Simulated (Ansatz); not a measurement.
**Pressure against volume: SrMg**

```
Sr Mg
1.0
     3.90000    0.00000    0.00000
     0.00000    3.90000    0.00000
     0.00000    0.00000    3.90000
Sr Mg
1 1
Direct
  0.50000 0.50000 0.50000
  0.00000 0.00000 0.00000
```

Conventional cell: a = 3.900 Å, b = 3.900 Å, c = 3.900 Å, α = 90.00°, β = 90.00°, γ = 90.00°. Sr (atom 1) has 8 Mg at 3.38 Å as nearest neighbours. Mg (atom 2) is surrounded by 8 Sr at 3.38 Å.

The cell is COD entry 9008822, as deposited and not checked against the literature; nothing was relaxed.

Methods: DFT, LDA, all-electron LAPW, scalar-relativistic (Ansatz 0.2.0); DFT, LDA, PAW with Ansatz's default frozen-core files, scalar-relativistic (Ansatz 0.2.0).

For LAPW: a Γ-centred 9×9×9 k mesh, Fermi–Dirac smearing of 0.05 eV, basis error target 0.5 meV/atom, no spin polarisation. PAW takes a cutoff of 420 eV at this cell (files made with PBE, cores remade for this functional). The Ansatz runs share mesh, smearing and spin set-up. Plane-wave (PAW) pressures include the program's estimate of the Pulay term.

The cell above is scaled evenly, with fractional coordinates and shape held.

```tsv
V/V(cell)	V (Å³/atom)	P, LAPW (GPa)	P, PAW (GPa)
0.9400	27.880	5.84	5.84
0.9600	28.473	4.97	4.96
0.9800	29.066	4.16	4.16
0.9900	29.363	3.79	3.78
1.0000	29.659	3.43	3.43
1.0100	29.956	?	?
1.0200	30.253	2.76	2.76
1.0400	30.846	2.15	2.14
1.0600	31.439	1.59	1.58
```

Problem. Fill in the row V/V(cell) = 1.0100.

Solution. P, LAPW (GPa) = 3.09, P, PAW (GPa) = 3.08.
